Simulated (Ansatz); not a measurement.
Crystals of one structure type (NiAs type) and one family of elements, relaxed and computed with PBE in the plane-wave PAW code Ansatz.

```
crystal  V (Å³/atom)  B₀ by P(V) fit (GPa)
-------  -----------  --------------------
TiC            10.78                   227
TiGe           18.08                   101
HfSi           20.12                   108
ZrSi           20.68                     ?
HfGe           21.02                   106
ZrGe           21.56                   100
```

Task: Fit a straight line to ln B₀ against ln V and predict the withheld value.

Result: Least squares on the 5 shown rows: ln B₀ = -1.18 × ln V + (8.194), with a scatter of 8 %. For ZrSi this gives 101. The run itself gave 103, within the scatter.

Constructed cells (a structure type filled with these elements, in neither database checked): TiC, NiAs type; TiGe, NiAs type; HfSi, NiAs type; ZrSi, NiAs type; HfGe, NiAs type; ZrGe, NiAs type. Not the usual ambient phase: TiC, NiAs type. All cells were relaxed under the symmetry of their starts (and spin orders); stability against distortions was not tested throughout. Rows with no word on spin ran without spin polarisation. Scalar-relativistic: spin–orbit coupling is off unless named, which matters more the heavier the elements.

Potentials: the later of the program's two PAW sets.
